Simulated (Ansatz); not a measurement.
Ba$_{2}$SrWO$_{6}$:
```yaml
crystal:
  lattice:
    - [5.17458, 2.99399, 0.00000]
    - [-5.17458, 2.99399, 0.00000]
    - [-3.48712, 0.00000, 5.01051]
  atoms:
    - { symbol: Ba, position: [0.24726, 0.75274, 0.23824] }
    - { symbol: Ba, position: [0.75274, 0.24726, 0.76176] }
    - { symbol: Sr, position: [0.00000, 0.00000, 0.50000] }
    - { symbol: W, position: [0.50000, 0.50000, 0.00000] }
    - { symbol: O, position: [0.22838, 0.31803, 0.17266] }
    - { symbol: O, position: [0.77162, 0.68197, 0.82734] }
    - { symbol: O, position: [0.31803, 0.22838, 0.82734] }
    - { symbol: O, position: [0.68197, 0.77162, 0.17266] }
    - { symbol: O, position: [0.71851, 0.28149, 0.29737] }
    - { symbol: O, position: [0.28149, 0.71851, 0.70263] }
```

Relaxed with PBEsol. Special points in fractions of this cell's reciprocal vectors: Γ (0.000, 0.000, 0.000); C (0.374, 0.374, 0.000); C2 (-0.374, 0.626, 0.000); Y2 (-0.500, 0.500, 0.000); M2 (-0.500, 0.500, 0.500); D (-0.254, 0.746, 0.500); D2 (0.254, 0.254, 0.500); A (0.000, 0.000, 0.500); L2 (0.000, 0.500, 0.500); V2 (0.000, 0.500, 0.000).

Q: List the band energies nearest the valence-band maximum at these points for PBEsol in the plane-wave PAW code Ansatz.

A: In eV from the valence-band maximum; about four levels below and three above (degenerate sets whole), none deeper than 8.9 eV; points with the same levels are listed once.

```tsv
k	below	above
Γ	-0.45 -0.43 -0.39 -0.38	3.20 3.35 3.40
C	-0.70 -0.58 -0.51 -0.29	3.23 3.85 3.89
Y2	-0.68 -0.54 -0.48 -0.21	2.84 3.86 4.06
M2	-0.64 -0.49 -0.39 -0.18	3.48 3.65 3.92
D	-0.72 -0.70 -0.31 -0.26	3.43 3.65 3.93
A	-0.63 -0.62 -0.37 0.00	3.52 3.68 3.71
L2	-0.73 -0.46 -0.45 -0.15	2.94 3.93 4.00
V2	-0.80 -0.62 -0.38 -0.24	3.63 3.74 3.83
```

Space group C2/m. The first step of the workflow began from a Materials Project structure, measured or hypothetical; the Crystallography Open Database copy checked does not list it. Whether it is the stable phase at ambient conditions was not checked. The cell was relaxed with PBEsol under the symmetry of its start; whether a distortion lowers the energy is not shown. The run is not spin-polarised. No Hubbard U is applied. Scalar-relativistic: spin–orbit coupling is off unless named, which matters more the heavier the elements.

Potentials: the later of the program's two PAW sets.
